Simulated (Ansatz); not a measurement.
## LiScF₄: from a starting cell to a relaxed one

The start is a relaxed LiScF4 cell shaken by Gaussian noise of σ = 0.08 Å a coordinate. A full variable-cell relaxation at zero pressure is run with r2SCAN (plane waves to 500 eV, PAW, scalar-relativistic; Ansatz, a program for electronic structure). The first steps use a coarse 4×4×5 k-mesh.

Starting cell:
```
CELL_PARAMETERS angstrom
     -2.48528     2.48528     5.02477
      2.48528    -2.48528     5.02477
      2.48528     2.48528    -5.02477
ATOMIC_POSITIONS crystal
  Li 0.01185 0.00897 0.01468
  Li 0.75227 0.24810 0.49341
  Sc 0.24546 0.73320 0.47201
  Sc 0.50120 0.52142 0.01410
  F  0.23455 0.37007 0.43633
  F  0.12568 0.16759 0.61377
  F  0.92168 0.77524 0.53124
  F  0.52985 0.52921 0.38802
  F  0.48519 0.87431 0.01125
  F  0.67582 0.11751 0.93534
  F  0.85688 0.45671 0.95138
  F  0.19244 0.76607 0.10523
```

```json
{
 "largest_initial_force": "1.76 eV/Å, on Sc3 (atoms numbered as listed)",
 "energy_released": "49 meV/atom",
 "relative_to_the_parent": "It relaxes back to the parent, I4₁/a (No. 88)",
 "optimiser_moves": "9"
}
```

Final structure:

Space group I4₁/a, origin choice 1 (No. 88); a = b = 4.971 Å, c = 10.048 Å, α = β = γ = 90.00°

```tsv
atom	site	symmetry	x	y	z
Li	4b	-4..	0.0000	0.0000	0.5000
Sc	4a	-4..	0.0000	0.0000	0.0000
F	16f	1	0.2121	0.1760	0.1699
```
(The calculation used a cell of 12 atoms; values per cell refer to that cell.)

Final values are on a 8×8×8 k-mesh of the relaxed cell. No spin polarisation in the result.

The cell that was disturbed is our relaxation of an entry of Materials Project.
